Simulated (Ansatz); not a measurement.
Given:

Starting cell, CsPbBr3 (cubic perovskite):

```
CELL_PARAMETERS angstrom
     12.00556     0.00000     0.00000
      0.00000     6.00278     0.00000
      0.00000     0.00000     6.00278
ATOMIC_POSITIONS crystal
  Cs 0.00000 0.00000 0.00000
  Cs 0.50000 0.00000 0.00000
  Pb 0.25000 0.50000 0.50000
  Pb 0.75000 0.50000 0.50000
  Br 0.00000 0.50000 0.50000
  Br 0.50000 0.50000 0.50000
  Br 0.25000 0.50000 0.00000
  Br 0.75000 0.50000 0.00000
  Br 0.25000 0.00000 0.50000
  Br 0.75000 0.00000 0.50000
```

A phonon eigenvector at X = (0.5, 0.0, 0.0) is frozen into this cell: atom i moves by Q times the vector below, so Q is the largest atomic displacement, in Å. The cell is held. It is one choice among 2 degenerate patterns. (q is in reciprocal vectors of the primitive cell; the cell shown is doubled to hold the pattern.)

```
atom      x      y       z
----  -----  -----  ------
Pb3   0.000  0.000  -0.278
Pb4   0.000  0.000   0.278
Br7   0.000  0.000   1.000
Br8   0.000  0.000  -1.000
Br9   0.000  0.000  -0.129
Br10  0.000  0.000   0.129
```

Atoms not listed stay in place.

Method: PBE (plane waves to 420 eV, PAW, scalar-relativistic; Ansatz, a quantum-chemistry and plane-wave program). k mesh 3×6×6 (Γ-centred), Fermi-Dirac smearing 0.05 eV. The energy includes the smearing's −TS. CsPbBr3 was relaxed with its symmetry unable to fall. Spin-orbit coupling is left out, though Pb is heavy. This is a high-temperature form of CsPbBr3. ΔE is measured from the undisplaced structure.

The scan covers Q from -0.100 to 0.100 Å in 13 points.

Task: Which space group does the distorted structure have?

Result: Pmma (No. 51), lowered from Pm-3m.

Task: What is the energy change at Q = 0.100 Å?

Result: 24.0 meV/cell.

Task: What harmonic wavenumber does the curvature at Q = 0 give?

Result: 78 cm⁻¹.

(A displaced cell: forces are minus the slopes of the energy, force constants its curvatures, and phonons follow from these.)
